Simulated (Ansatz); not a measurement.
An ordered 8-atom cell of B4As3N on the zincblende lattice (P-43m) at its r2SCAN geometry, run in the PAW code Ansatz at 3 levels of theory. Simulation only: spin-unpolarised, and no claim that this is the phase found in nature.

The r2SCAN input:
```yaml
crystal:
  lattice:
    - [4.5154813062, 0.0, 0.0]
    - [0.0, 4.5154813062, 0.0]
    - [0.0, 0.0, 4.5154813062]
  atoms:
    - { symbol: "N", position: [0.0, 0.0, 0.0] }
    - { symbol: B, position: [0.7784266494, 0.7784266494, 0.7784266494] }
    - { symbol: As, position: [0.5, 0.5, 0.0] }
    - { symbol: B, position: [0.2215733506, 0.2215733506, 0.7784266494] }
    - { symbol: As, position: [0.5, 0.0, 0.5] }
    - { symbol: B, position: [0.2215733506, 0.7784266494, 0.2215733506] }
    - { symbol: As, position: [0.0, 0.5, 0.5] }
    - { symbol: B, position: [0.7784266494, 0.2215733506, 0.2215733506] }
kpoints:
  mp_grid: { grid: [6, 6, 6] }
  band_path:
    path: [[0.0, 0.0, 0.0], [0.0, 0.5, 0.0], [0.5, 0.5, 0.0], [0.5, 0.5, 0.5]]
    npoints: 1
hamiltonian:
  xc: r2scan
scf:
  occupations: { method: fixed }
  n_extra_bands: 6
output:
  forces: true
  stress: true
  eigenvalues: true
```

Main results, then, where recorded, the levels near the gap in eV from the Fermi energy (columns number the bands from 0), one row a point of the path (Γ, X, M, R):
```
Crystal: 8 atoms, lattice volume = 92.069 Å³
Symmetry: 24 space group operations
Space group: P-43m (ITA 215)
```
```
Basis set: ecut = 500 eV, 2325 PW (Γ)
Bands: 37, of which v1, the nominal top of the filled ones, is band 31 counted from 1 (30 counted from 0)
k-points: 20 of 216 (time reversal used)
Free energy (F): -15604.192261 eV
Fermi energy:    11.721531 eV
--- Forces (eV/Å), atoms counted from 1 ---
  atom   1  N       0.00000      0.00000      0.00000
  atom   2  B     -0.00112    -0.00112    -0.00112
  atom   3  As      0.00000      0.00000      0.00000
  atom   4  B       0.00112      0.00112    -0.00112
  atom   5  As      0.00000      0.00000      0.00000
  atom   6  B       0.00112    -0.00112      0.00112
  atom   7  As      0.00000      0.00000      0.00000
  atom   8  B     -0.00112      0.00112      0.00112
--- Stress (GPa, compression-positive) ---
        0.010552       0.000000       0.000000
        0.000000       0.010552       0.000000
        0.000000       0.000000       0.010552
  P = ⅓ Tr σ = 0.0106 GPa (0.106 kbar)
```
```tsv
band_27	band_28	band_29	band_30	band_31	band_32	band_33
-4.345	0.000	0.000	0.000	0.812	1.591	1.591
-4.070	-3.894	-2.208	-2.208	1.802	2.097	4.429
-3.454	-3.454	-1.916	-0.960	2.257	3.682	4.801
-1.586	-1.586	-0.840	-0.840	0.304	4.450	4.450
```

With r2SCAN the valence top lies at Γ and the conduction bottom at R, 0.30 eV higher; the smallest vertical gap, at Γ, is 0.81 eV.

Question: In the first input these blocks are replaced (the band path and keys that only write files left aside):
```yaml
kpoints:
  mp_grid: { grid: [4, 4, 4] }
hamiltonian:
  xc: hse06
```
What comes out?

Answer:
```
Basis set: ecut = 420 eV, 1791 PW (Γ)
Bands: 37, of which v1, the nominal top of the filled ones, is band 31 counted from 1 (30 counted from 0)
k-points: 10 of 64 (time reversal used)
Exchange kernel: α = 0.2500, screened, ω = 0.2079 Å⁻¹, Wigner–Seitz truncation, v(0) = 1042.5066 eV·Å³, q-mesh 4×4×4
hybrid outer 1: dexx = +1.854e-2 eV, tail = 1.41e-4 eV
hybrid outer 2: dexx = +7.965e-7 eV, tail = 3.83e-8 eV, Δε = 1.41e-3 eV, ΔF = 2.11e-3 eV/Å
Free energy (F): -15579.009226 eV
Fermi energy:    11.386844 eV
--- Forces (eV/Å), atoms counted from 1 ---
  atom   1  N       0.00000      0.00000      0.00000
  atom   2  B       0.10861      0.10861      0.10861
  atom   3  As      0.00000      0.00000      0.00000
  atom   4  B     -0.10861    -0.10861      0.10861
  atom   5  As      0.00000      0.00000      0.00000
  atom   6  B     -0.10861      0.10861    -0.10861
  atom   7  As      0.00000      0.00000      0.00000
  atom   8  B       0.10861    -0.10861    -0.10861
--- Stress (GPa, compression-positive) ---
       -1.743861       0.000000       0.000000
        0.000000      -1.743861       0.000000
        0.000000       0.000000      -1.743861
  P = ⅓ Tr σ = -1.7439 GPa (-17.439 kbar)
```
```tsv
band_27	band_28	band_29	band_30	band_31	band_32	band_33
-4.476	0.000	0.000	0.000	1.331	2.065	2.065
-4.217	-4.072	-2.259	-2.259	2.311	2.726	5.031
-3.584	-3.584	-1.953	-0.978	2.894	4.425	5.343
-1.603	-1.603	-0.869	-0.869	0.957	5.101	5.101
```
HSE06 gives an indirect gap of 0.96 eV, from Γ to R; the least direct gap is 1.33 eV at Γ. With the atoms held, the mean pressure is -1.7 GPa (compression positive). (The program warns that its thresholds are loose for a hybrid's stress.)

PBE0. Against the first input these blocks differ (the band path and keys that only write files left aside):
```yaml
kpoints:
  mp_grid: { grid: [4, 4, 4] }
hamiltonian:
  xc: pbe0
```

```
Basis set: ecut = 420 eV, 1791 PW (Γ)
Bands: 37, of which v1, the nominal top of the filled ones, is band 31 counted from 1 (30 counted from 0)
k-points: 10 of 64 (time reversal used)
hybrid outer 1: dexx = +2.565e-2 eV, tail = 1.76e-4 eV
hybrid outer 2: dexx = +2.307e-6 eV, tail = 7.64e-8 eV, Δε = 2.01e-3 eV, ΔF = 2.54e-3 eV/Å
Free energy (F): -15579.174288 eV
Fermi energy:    11.050839 eV
--- Forces (eV/Å), atoms counted from 1 ---
  atom   1  N       0.00000      0.00000      0.00000
  atom   2  B       0.10272      0.10272      0.10272
  atom   3  As      0.00000      0.00000      0.00000
  atom   4  B     -0.10272    -0.10272      0.10272
  atom   5  As      0.00000      0.00000      0.00000
  atom   6  B     -0.10272      0.10272    -0.10272
  atom   7  As      0.00000      0.00000      0.00000
  atom   8  B       0.10272    -0.10272    -0.10272
--- Stress (GPa, compression-positive) ---
       -1.804386       0.000000       0.000000
        0.000000      -1.804386       0.000000
        0.000000       0.000000      -1.804386
  P = ⅓ Tr σ = -1.8044 GPa (-18.044 kbar)
```
```tsv
band_27	band_28	band_29	band_30	band_31	band_32	band_33
-4.517	0.000	0.000	0.000	2.025	2.749	2.749
-4.267	-4.142	-2.293	-2.293	2.988	3.424	5.740
-3.628	-3.628	-1.985	-1.001	3.595	5.153	6.038
-1.627	-1.627	-0.889	-0.889	1.647	5.796	5.796
```

With PBE0 the valence top lies at Γ and the conduction bottom at R, 1.65 eV higher; the smallest vertical gap, at Γ, is 2.02 eV. With the atoms held, the mean pressure is -1.8 GPa (compression positive). (The program warns that its thresholds are loose for a hybrid's stress.)

The hybrids run on coarser meshes, which limits their stresses and small splittings of levels.

Totals of different functionals can't be compared.

Spin-orbit coupling is left out.
